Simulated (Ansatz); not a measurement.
## Relaxing a structure of Bi

The start is a generated cell, Bi built in the AFLOW prototype A_hP1_191_a (A_f, as in Sn). The cell and all atomic positions are relaxed at zero pressure with PBE (plane waves to 420 eV, PAW, scalar-relativistic; Ansatz, an electronic-structure program). First-step values are on the input's coarse k-mesh.

Ansatz input (later rounds restart from its end on a renewed k-mesh):
Ansatz 0.2 input:
```yaml
crystal:
  lattice:
    - [3.4595122, 0, 0]
    - [-1.7297561, 2.9960254, 0]
    - [0, 0, 3.2214832]
  atoms:
    - { symbol: Bi, position: [0, 0, 0] }
basis: { ecutwfc: 420, ecutrho_ratio: 4, xc_grid: 2, fft_grid_basis: typed }
kpoints: { mp_grid: { grid: [11, 11, 10] } }
hamiltonian:
  xc: pbe
  dispersion: none
  pseudopotentials: { azcp: { folder: ./paw }, kind: paw }
scf: { occupations: { method: fermi_dirac, width: 0.05 } }
relax: { f_tol: 0.01, max_steps: 100, cell: { stress_tol: 0.02 } }
output: { forces: true, stress: true }
```

**Question.** How much energy is released per atom?

**Answer.** 0.01 eV/atom.

**Question.** How do the shortest distances between atoms change?

**Answer.** The closest pairs of elements (up to four, under 3.6 Å), start → end: Bi–Bi 3.22 → 3.30 Å.

**Question.** Is the relaxed structure metallic? Give its gap.

**Answer.** Zero (metallic).

**Question.** Give the final cell and atomic positions.

**Answer.** 
```cif
data_Bi
_chemical_formula_sum 'Bi1'
_space_group_name_H-M_alt 'P6/mmm'
_space_group_IT_number 191
_space_group_name_Hall '-P 6 2'
_cell_length_a 3.43712
_cell_length_b 3.43712
_cell_length_c 3.30194
_cell_angle_alpha 90.000
_cell_angle_beta 90.000
_cell_angle_gamma 120.000
loop_
_atom_site_label
_atom_site_type_symbol
_atom_site_symmetry_multiplicity
_atom_site_Wyckoff_symbol
_atom_site_fract_x
_atom_site_fract_y
_atom_site_fract_z
_atom_site_occupancy
Bi1 Bi 1 a 0.00000 0.00000 0.00000 1
```

The space group stays P6/mmm (No. 191) (the run could not lower it); the end is AFLOW prototype A_hP1_191_a (A_f, as in Sn), with 1 atom in the primitive cell. Final values are on a 16×16×14 k-mesh of the relaxed cell. No spin polarisation in the result.

The run could not lose the symmetry of its start, so the end can be a saddle point.

The relaxed structure here is a generated cell of Bi: the first start was made by placing the elements on the sites of a structure type, and the end was not matched to a known phase here, so it may be hypothetical. Known forms of Bi include space group No. 166.
